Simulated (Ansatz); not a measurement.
Vibrational response of ZnO5

These are results of Ansatz, DFT PBE, scalar-relativistic, plane waves, PAW, not measurements. Cutoff 420 eV, 12×12×4 k-points (Γ-centred), Gaussian smearing of 0.01 eV. Collinear spin, site moments 0.0, -0.6, -0.6, 0.6, 0.6, 0.0 μB. Phonons by linear response, acoustic sum rule imposed.

Relaxed structure:
```
Zn O
1.0
     3.29920    0.00000    0.00000
    -1.64960    2.85719    0.00000
     0.00000    0.00000   12.70149
Zn O
1 5
Direct
  0.00000 0.00000 0.01446
  0.66667 0.33333 0.28667
  0.66667 0.33333 0.38263
  0.00000 0.00000 0.61798
  0.00000 0.00000 0.71391
  0.33333 0.66667 0.01435
```

The cell was found from a proposed guess, not taken from experiment. No dispersion correction is applied, so modes and constants that involve weak contacts between layers, chains or molecules come out too soft.

Question: Is this structure stable against zone-centre distortions?

Answer: No: 4 of the 15 optical modes are imaginary.

Question: List the optical modes at Γ (i marks imaginary ones).

Answer:
```csv
frequency (meV),degeneracy
7.7i,2
7.0i,2
≈0,2
1.2,2
2.3,1
3.4,1
29.3,1
59.6,2
190.2,1
190.4,1
```
